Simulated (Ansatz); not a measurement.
Total density of states per atom from DFT-PBEsol in the program Ansatz with PAW potentials, in 0.25 eV bins, energy from the Fermi level:

```
E (eV) | states/eV/atom
    -7.85 | ########## 0.21
    -7.60 | ########### 0.22
    -7.35 | ########### 0.24
    -7.10 | ############ 0.25
    -6.85 | ############ 0.25
    -6.60 | ############ 0.25
    -6.35 | ############# 0.27
    -6.10 | ############# 0.28
    -5.85 | ############## 0.29
    -5.60 | ############## 0.30
    -5.35 | ############## 0.28
    -5.10 | ############# 0.28
    -4.85 | ############### 0.31
    -4.60 | ################ 0.34
    -4.35 | ################## 0.37
    -4.10 | ################ 0.34
    -3.85 | ############# 0.27
    -3.60 | ############### 0.31
    -3.35 | ##################### 0.44
    -3.10 | ################### 0.40
    -2.85 | ################# 0.37
    -2.60 | ########### 0.24
    -2.35 | ################ 0.33
    -2.10 | ################### 0.41
    -1.85 | ################# 0.37
    -1.60 | ############ 0.25
    -1.35 | ################## 0.38
    -1.10 | #################### 0.41
    -0.85 | ###################### 0.46
    -0.60 | ################# 0.36
    -0.35 | #################### 0.43
    -0.10 | ################### 0.41
     0.15 | ################### 0.40
     0.40 | ##################### 0.44
     0.65 | #################### 0.42
     0.90 | ##################### 0.44
     1.15 | ###################### 0.47
     1.40 | ################## 0.37
     1.65 | #################### 0.43
     1.90 | ###################### 0.45
     2.15 | ######################### 0.53
     2.40 | #################### 0.42
     2.65 | ################# 0.36
     2.90 | ###################### 0.46
     3.15 | ############################## 0.63
     3.40 | ######################## 0.50
     3.65 | ################## 0.38
     3.90 | ####################### 0.49
     4.15 | ############################ 0.59
     4.40 | ######################### 0.53
     4.65 | #################### 0.42
```

Task: Which of these materials gives this?
A. AlAu, CsCl type
B. Al, A15 (β-W type)
C. Al2O3, corundum
D. Al2Au, fluorite or antifluorite type

Result: B, Al, A15 (β-W type). Within 0.5 eV of the Fermi level: Al 3p 65 %, Al 3s 30 %. Projections are on Löwdin-orthogonalised atomic valence shells; empty p or d shells of many metals are not among them.

Space group Pm-3n (A15 (β-W type)). The start of the workflow was typed in or built on a structure type; neither database checked (COD, Materials Project) lists it. It is not the phase usual at ambient conditions (space group No. 225). The cell was relaxed with PBEsol under the symmetry of its start; its stability against distortions is not shown here.

Potentials: the later of the program's two PAW sets.
